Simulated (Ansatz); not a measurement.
Here is the system:

LaN:
Space group F-43m (No. 216); a = b = c = 5.605 Å, α = β = γ = 90.00°

| atom | site | symmetry | x | y | z |
|---|---|---|---|---|---|
| N | 4d | -43m | 0.7500 | 0.7500 | 0.7500 |
| La | 4a | -43m | 0.0000 | 0.0000 | 0.0000 |
(The calculation used a cell of 2 atoms; values per cell refer to that cell.)

This is the r²SCAN-relaxed structure.

All from plane-wave PAW r²SCAN (Ansatz code), unless another level is named. Give the electron effective mass.

0.40 mₑ (isotropic).

Give the gap with spin–orbit coupling.

1.43 eV.

Predict the HSE06 gap on the r²SCAN cell.

2.17 eV.

And the weight of the valence-edge state by species (Voronoi cells)?

N 82 %, La 18 %.

Give the valence-band maximum.

at X.

The start of the workflow was typed in or built on a structure type; neither database checked (COD, Materials Project) lists it. COD files the formula under space group No. 225, so this cell is another polymorph or a model. Its standing as an ambient phase is unchecked. The cell was relaxed with r²SCAN under the symmetry of its start; whether a distortion lowers the energy is not shown. Scalar-relativistic: spin–orbit coupling is off unless named, which matters more the heavier the elements.

Potentials: the later of the program's two PAW sets.
